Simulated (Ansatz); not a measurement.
A relaxed cell of GeN is given with its symmetry left out. The cell was found from a structure generator's guess, not taken from experiment.

Level of theory: DFT PBE, scalar-relativistic, plane waves, PAW in Ansatz. Cutoff 420 eV, Γ-centred mesh, Gaussian smearing, no spin polarisation.

```
Ge N
1.0
    -1.54757    3.82891    2.57040
     1.54757   -3.82891    2.57040
     1.54757    3.82891   -2.57040
Ge N
2 2
Direct
  0.27078 0.60614 0.66465
  0.94149 0.60614 0.33535
  0.01115 0.26258 0.74857
  0.51401 0.26258 0.25143
```

Energies over the elements count from the elements' standard structures at the same level (N₂ as a molecule), with no fitted energy shifts.

(1) Find its symmetry and describe it.

(2) How far does it lie from the elements in energy?

(3) Is it a metal?

(4) From what recipe could a structure generator have reached it?

Results:

(1) Imm2 (No. 44). Conventional cell: a = 3.095 Å, b = 7.658 Å, c = 5.141 Å. Ge is surrounded by 3 N at 1.87–1.88 Å and 1 Ge at 2.52 Å; N is surrounded by 3 Ge at 1.87–1.88 Å.

(2) +0.084 eV/atom. A positive value: parting into the elements would lower its energy.

(3) No, the gap on the 10×10×10 mesh is 0.66 eV.

(4) One such recipe: 3-, 4-connected net, elements by coordination (Imm2, No. 44). Other recipes can lead to the same cell.

The last run used a 10×10×10 mesh for its 4-atom cell and Gaussian smearing of 0.02 eV. Kohn–Sham gaps at this level usually fall short of measured ones. A structure relaxed within its symmetry needn't be a true minimum.
